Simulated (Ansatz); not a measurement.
B (bcc (W type), Im-3m), a = b = c = 2.306 Å, α = β = γ = 90.00°; the cell used has 1 atom.

This is the PBE-relaxed structure.

### Question
All from plane-wave PAW PBE (Ansatz code), unless another level is named. Give the electronic character.

### Answer
metallic (no gap).

### Question
Next, the density of states at the Fermi level?

### Answer
0.21 states/eV per atom (mean over ±0.08 eV).

A made-up cell: these elements were put on the sites of a structure type; neither database checked (COD, Materials Project) lists it. It is not the phase usual at ambient conditions (space group No. 166). The PBE relaxation kept the symmetry of its start; its stability against distortions is not shown here.

Potentials: the later of the program's two PAW sets.
